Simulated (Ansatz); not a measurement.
Consider the following.

HfW2:
```yaml
crystal:
  lattice:
    - [0.00000, 3.74387, 3.74387]
    - [3.74387, 0.00000, 3.74387]
    - [3.74387, 3.74387, 0.00000]
  atoms:
    - { symbol: Hf, position: [0.00000, 0.00000, 0.00000] }
    - { symbol: Hf, position: [0.25000, 0.25000, 0.25000] }
    - { symbol: W, position: [0.62500, 0.62500, 0.62500] }
    - { symbol: W, position: [0.12500, 0.62500, 0.62500] }
    - { symbol: W, position: [0.62500, 0.62500, 0.12500] }
    - { symbol: W, position: [0.62500, 0.12500, 0.62500] }
```

This is the LDA-relaxed structure.

**Question.** All from LDA (plane waves, PAW; program Ansatz), unless another level is named. Predict the Young's modulus.

**Answer.** 256 GPa.

**Question.** Predict the elastic constants (relaxed ions, GPa).

**Answer.** C11 = 356, C12 = 189, C44 = 107.

Space group Fd-3m (cubic Laves (MgCu2 type)). The workflow started from a Materials Project entry (that database holds measured and hypothetical structures alike); the Crystallography Open Database files this formula in space group No. 227, but the cells were not matched. Whether it is the stable phase at ambient conditions was not checked. The LDA relaxation kept the symmetry of its start; its stability against distortions is not shown here. The run is not spin-polarised. As this level gives no gap, shear constants depend on the k-mesh and smearing (Fermi–Dirac, 0.1 eV here). Scalar-relativistic: spin–orbit coupling is off unless named, which matters more the heavier the elements.

Potentials: the later of the program's two PAW sets.
